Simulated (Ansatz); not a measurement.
Question: Name crystals whose computed values (DFT-PBEsol in the program Ansatz with PAW potentials) fall in these windows: Θ_D (K) 260 to 340; highest Γ mode, no LO–TO term (cm⁻¹) 370 to 480.

Answer: 

```tsv
crystal	Θ_D (K)	highest Γ mode, no LO–TO term (cm⁻¹)
Y2C, R-3m (Y on 6c, C on 3a)	292	400
BeAu, P2_13 (Be on 4a, Au on 4a)	291	417
CuIr2S4, spinel	316	408
YbSi2, P6/mmm (Yb on 1a, Si on 2d)	313	454
```
Others may fit too.

Caveat: open 4f shells can settle in a state that is not the lowest. Standing as an ambient phase not checked: Y2C, R-3m (Y on 6c, C on 3a); BeAu, P2_13 (Be on 4a, Au on 4a); CuIr2S4, spinel; YbSi2, P6/mmm (Yb on 1a, Si on 2d). All cells were relaxed under the symmetry of their starts (and spin orders); stability against distortions was not tested throughout. Rows with no word on spin ran without spin polarisation. No Hubbard U is applied. Scalar-relativistic: spin–orbit coupling is off unless named, which matters more the heavier the elements.

Potentials: the later of the program's two PAW sets.
